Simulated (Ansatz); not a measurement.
fluorite-structured NdBr2

Level of theory: DFT, PBEsol, scalar-relativistic, collinear spin; plane waves to 420 eV with PAW datasets (Ansatz 0.2.0), Γ-centred 8×8×8 mesh, 0.05 eV Gaussian smearing. The datasets are Ansatz's generated set soft_2.

```xyz
3
Lattice="0.0000 3.6093 3.6093 3.6093 0.0000 3.6093 3.6093 3.6093 0.0000" Properties=species:S:1:pos:R:3 pbc="T T T"
Nd    0.0000    0.0000    0.0000
Br    1.8047    1.8047    1.8047
Br    5.4140    5.4140    5.4140
```

The start was a prototype's sites filled with these elements, not a measured cell.

Magnetic state: ferromagnetic, site spin moments Nd 3.77 μB.

Which orbitals carry the states at the Fermi level, and how many states are there?

The filled and empty bands only just touch, so this is a zero-gap or semimetallic case rather than a good metal. Within 0.1 eV of it: Nd 4f 93 % (shares among the projected shells). The Fermi level sits on a steep edge: the density of states is 17.5, 1.1 and 0.9 states/eV per cell at −0.1, 0 and +0.1 eV.

Density of states (tetrahedra, averaged over 0.4 eV; states/eV per cell of 3 atoms; energy in eV from the Fermi level; projections on Löwdin-orthogonalised atomic orbitals, summed over sites):

```
    E  total  Br 4p  Nd 4f up  Nd 4f down  Nd 5d up  Nd 5d down
-7.65    0.0    0.0       0.0         0.0       0.0         0.0
-7.25    1.0    0.8       0.0         0.0       0.1         0.0
-6.85    3.4    2.8       0.0         0.0       0.3         0.1
-6.45    6.7    5.7       0.0         0.0       0.4         0.4
-6.05    3.7    3.1       0.0         0.0       0.2         0.2
-5.65    2.9    2.6       0.0         0.0       0.1         0.1
-5.25    3.9    3.5       0.0         0.0       0.1         0.1
-4.85    6.0    5.5       0.0         0.0       0.2         0.2
-4.45    2.4    2.2       0.0         0.0       0.0         0.0
-4.05    0.0    0.0       0.0         0.0       0.0         0.0
-3.65    0.0    0.0       0.0         0.0       0.0         0.0
-3.25    0.0    0.0       0.0         0.0       0.0         0.0
-2.85    0.0    0.0       0.0         0.0       0.0         0.0
-2.45    0.0    0.0       0.0         0.0       0.0         0.0
-2.05    0.0    0.0       0.0         0.0       0.0         0.0
-1.65    0.0    0.0       0.0         0.0       0.0         0.0
-1.25    0.0    0.0       0.0         0.0       0.0         0.0
-0.85    0.0    0.0       0.0         0.0       0.0         0.0
-0.45    0.7    0.0       0.7         0.0       0.1         0.0
-0.05    9.6    0.1       9.0         0.0       0.4         0.0
 0.35    4.9    0.1       3.0         0.0       1.4         0.2
 0.75    8.8    0.2       4.4         0.1       1.9         1.6
 1.15    2.8    0.1       0.1         0.0       1.0         1.1
 1.55    4.4    0.2       0.0         0.3       1.5         1.4
 1.95    6.0    0.2       0.0         3.0       0.7         1.5
 2.35    7.8    0.4       0.0         4.5       1.3         0.8
 2.75   11.7    0.5       0.0         8.4       0.9         1.1
 3.15    3.4    0.5       0.0         0.5       0.4         1.1
 3.55    2.0    0.3       0.0         0.1       0.1         0.6
 3.95    2.8    0.3       0.0         0.0       0.2         0.3
 4.35    2.6    0.2       0.0         0.1       0.1         0.1
 4.75    2.0    0.1       0.0         0.1       0.1         0.2
 5.15    1.4    0.1       0.0         0.0       0.1         0.1
 5.55    2.1    0.0       0.0         0.0       0.1         0.1
 5.95    3.2    0.0       0.0         0.0       0.1         0.1
```

Formal charges Nd²⁺, Br⁻ leave Nd²⁺ with an open 4f⁴ shell. The run still finds no gap: within 0.1 eV of the Fermi level the projected states are 93 % Nd 4f.

Hund's first rule gives Nd²⁺ with 4 f electrons 4 unpaired spins, a spin moment of 4 μB; the run has 3.77 μB on Nd (atomic spheres) and 3.93 f electrons on orthogonalised orbitals. The moment is close to the ion's, so in this run the shell is localised and nearly fully polarised. Without spin–orbit coupling the orbital moment, which opposes the spin in such a shell (free ion: L = 6 beside 2S = 4), is missing, so this isn't the moment that neutrons would see.

Without a U or exact exchange the f states pile up at the Fermi level, so the metal found here may be the functional's error. No spin–orbit coupling, a notable omission for heavy elements. The run wasn't fully tested for a lower electronic state. Site moments are of spin, integrated over atomic spheres. No antiparallel order was tried.

The open shells may stand above their lowest state, and forces and pressures are less sure for it.
